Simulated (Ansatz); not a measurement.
The relaxed structure here is a generated cell of Be: the first start was made by placing the elements on the sites of a structure type, and the end was not matched to a known phase here, so it may be hypothetical. Known forms of Be include space group No. 194.

A relaxed cell of Be (I4₁/amd (No. 141)), relaxed on a k-mesh at least as fine as the one used below. Method: PBE (plane waves to 420 eV, PAW, scalar-relativistic; Ansatz, an electronic-structure program). Γ-centred k-mesh 9×17×11 on the run's cell (coarser than for final values), Fermi–Dirac smearing 0.05 eV.

```
CELL_PARAMETERS angstrom
     -4.21776     4.21776     2.11188
      2.10888    -2.10888     1.05594
      2.10888     2.10888    -1.05594
ATOMIC_POSITIONS crystal
  Be 0.37500 0.25000 0.50000
  Be 0.87500 0.25000 0.50000
  Be 0.00000 0.00000 0.00000
  Be 0.50000 0.00000 0.00000
```

The atoms are displaced by (Å):

```tsv
atom	ux	uy	uz
Be1	0.041	0.066	-0.076
Be2	-0.080	0.092	0.028
Be3	0.135	0.124	0.200
Be4	0.062	0.080	0.000
```

Problem. What forces (eV/Å) and pressure result?

Solution. 
```json
[
 {"atom": "Be1", "Fx": "0.11", "Fy": "0.30", "Fz": "0.78"},
 {"atom": "Be2", "Fx": "0.68", "Fy": "0.03", "Fz": "-1.08"},
 {"atom": "Be3", "Fx": "-0.80", "Fy": "-0.34", "Fz": "-1.47"},
 {"atom": "Be4", "Fx": "0.01", "Fy": "0.01", "Fz": "1.78"}
]
```

Pressure +2.5 GPa.

Problem. Estimate the energy cost of the displacement in the harmonic approximation and compare with the calculation.

Solution. For a harmonic well ΔE = −½ Σ F·u = 0.280 eV a cell, or 70 meV/atom. The calculated energy relative to the undisplaced cell is +0.07 eV/atom, so the harmonic estimate holds well.

The undisplaced cell is probably no minimum: from this displacement the run went on to Fm-3m (No. 225), 0.64 eV/atom below it.

No spin polarisation in the result.
